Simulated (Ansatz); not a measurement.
GePd (rock salt), relaxed with r²SCAN (Ansatz, a program for electronic structure, plane waves, PAW): a = b = c = 5.166 Å, α = β = γ = 90.00°.

| Quantity | Value |
|---|---|
| ΔH_f (eV/atom) | -0.06 |
| B₀ by P(V) fit (GPa) | 120 |

Q: The same phase is relaxed and computed with PBE in the same code. What are the cell and these values now?

A: a = b = c = 5.215 Å, α = β = γ = 90.00°.

ΔH_f (eV/atom): -0.12
B₀ by P(V) fit (GPa): 107

Constructed cells (a structure type filled with these elements, in neither database checked): GePd, rock salt. Unstable at this level: GePd, rock salt with r²SCAN. All cells were relaxed under the symmetry of their starts (and spin orders); stability against distortions was not tested throughout. Rows with no word on spin ran without spin polarisation. Scalar-relativistic: spin–orbit coupling is off unless named, which matters more the heavier the elements.

Potentials: the later of the program's two PAW sets.

Ansatz is a plane-wave DFT program.

Formation energies count from the lowest solids of the elements computed at the same level, not from gases.
